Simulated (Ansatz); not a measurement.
Input and command of a calculation in Ansatz (plane waves; scalar-relativistic PAW potentials unless the input names others):

```yaml
crystal:
  lattice:
    - [1.36047567, 0.785471, 3.55270184]
    - [-1.36047567, 0.785471, 3.55270184]
    - [0.0, -1.57094199, 3.55270184]
  atoms:
    - { symbol: Ru, position: [0.8094220337, 0.8094220337, 0.8094220337] }
    - { symbol: Ru, position: [0.1905779663, 0.1905779663, 0.1905779663] }
    - { symbol: Pb, position: [0.0, 0.0, 0.0] }
basis:
  ecutwfc: 420
kpoints:
  mp_grid: { grid: [12, 12, 12] }
hamiltonian:
  xc: pbe
scf:
  occupations: { method: gaussian, width: 0.1 }
  max_iter: 50
output:
  forces: true
  eigenvalues: true
  stress: true
```

```bash
ansatz run input.yaml --threads 1 --pin off --max-ram 2560MiB --backend cpu --events-out ev --progress --plain --runs-dir out
```

Abridged log:
```
Pseudopotentials: kind: paw
Pseudopotential: Ru, paw, valence charge 16, recommended cutoff 420 eV (normal)
Pseudopotential: Pb, paw, valence charge 14, recommended cutoff 420 eV (normal)
Functional definition: PBE
Crystal: 3 atoms, lattice volume = 22.779 Å³
Basis set: ecut = 420 eV, 449 PW (Γ), FFT grids on a1−a3, a2−a3, a3, exchange–correlation on 40×40×54 points (8 copies of the dense FFT grid, shifted against one another)
Bands: 28, of which v1, the nominal top of the filled ones, is band 23 counted from 1 (22 counted from 0)
Symmetry: 12 space group operations
Space group: R-3m (ITA 166), of the structure as read, at distance tolerance 2.8e-5 Å
k-points: 189 of 1728
Initial density: superposition of atomic densities (neutral atoms: chi_scale 0, normalization atom), corrected by the library's trained network
Initial wavefunctions: pseudopotential atomic-orbital guess
Functional: x = pbe(κ = 0.804, μ = 0.21951497), c = pbe(β = 0.06672455)
SCF iter   1: F=—  HF=-23586.288890 eV  |F-HF|=—  |Δ(HF+E_count)|=         —  Δρ=1.57e-1  dr2=1.01e1  ethr=1.77e-3  ⟨swp⟩=10.9  Hψ=36351  notcnv=0
SCF iter   2: F=—  HF=-23584.914061 eV  |F-HF|=—  |Δ(HF+E_count)|=    1.37e0  Δρ=8.73e-2  dr2=3.17e0  ethr=1.77e-3  ⟨swp⟩=4.7  Hψ=15642  notcnv=0  defer=138
SCF iter   3: F=—  HF=-23584.312117 eV  |F-HF|=—  |Δ(HF+E_count)|=   6.02e-1  Δρ=1.91e-2  dr2=1.01e-1  ethr=1.77e-3  ⟨swp⟩=4.6  Hψ=14888  notcnv=0  defer=138
SCF iter   4: F=—  HF=-23584.276210 eV  |F-HF|=—  |Δ(HF+E_count)|=   3.59e-2  Δρ=3.24e-3  dr2=1.28e-3  ethr=2.19e-4  ⟨swp⟩=4.3  Hψ=15747  notcnv=0  defer=143
SCF iter   5: F=—  HF=-23584.276588 eV  |F-HF|=—  |Δ(HF+E_count)|=   3.78e-4  Δρ=1.14e-3  dr2=3.20e-4  ethr=2.79e-6  ⟨swp⟩=4.2  Hψ=12372  notcnv=0  defer=143
SCF iter   6: F=—  HF=-23584.276508 eV  |F-HF|=—  |Δ(HF+E_count)|=   8.03e-5  Δρ=1.66e-4  dr2=3.17e-6  ethr=6.95e-7  ⟨swp⟩=3.9  Hψ=10446  notcnv=0  defer=143
SCF iter   7: F=—  HF=-23584.276503 eV  |F-HF|=—  |Δ(HF+E_count)|=   4.77e-6  Δρ=7.44e-5  dr2=5.37e-7  ethr=6.89e-9  ⟨swp⟩=4.2  Hψ=12745  notcnv=0  defer=143
SCF iter   8: F=-23584.276503 eV  HF=-23584.276503 eV  |F-HF|=9.31e-9  |Δ(HF+E_count)|=   1.39e-7  Δρ=1.82e-5  dr2=2.64e-8  ethr=2.17e-10  ⟨swp⟩=17.3  Hψ=40460  notcnv=0
SCF 1 converged in 8 iterations: F = -23584.276503 eV  dr2 = 2.64e-8
SCF converged after 8 iterations
Free energy (F): -23584.276503 eV
Harris-Foulkes:  -23584.276503 eV  (|F-HF|=9.31e-9)
Internal energy: -23584.270994 eV  (E = F + TS)
E sigma→0 (E₀):  -23584.273748 eV
Entropy (-TS):   -0.005509 eV (-1.836 meV/atom)
Fermi energy:    49.336062 eV
--- Forces (eV/Å), atoms counted from 1 ---
  atom   1  Ru     0.00000000    -0.00000002   -50.95422806
  atom   2  Ru     0.00000000     0.00000002    50.95422806
  atom   3  Pb     0.00000000     0.00000000     0.00000000
--- Stress (GPa, compression-positive) ---
     1510.356276       0.000000       0.000000
        0.000000    1510.356276       0.000000
        0.000000       0.000000    1443.276737
  P = ⅓ Tr σ = 1487.9964 GPa (14879.964 kbar)
```

The run was meant for a cell not far from equilibrium. What should be changed?

The fault is a lattice far too small (lattice vectors times 0.700). Setting it back cures it. The run converged all the same, with an energy at zero smearing 25.8 eV/atom above the reference's, pressure 1488.00 GPa, largest force 50.954 eV/Å, no gap on the mesh, so convergence alone doesn't show that an input is right. A reference run of the cell with lattice vectors 1.9435 1.1221 5.0753; -1.9435 1.1221 5.0753; 0.0000 -2.2442 5.0753 Å and the atoms in their places converged, and the end of its own relaxation has pressure -0.01 GPa, largest force 0.001 eV/Å, no gap on the mesh.

Time: 12 s on 1 thread of Arm Neoverse V1, on a shared host, peak memory 0.38 GiB.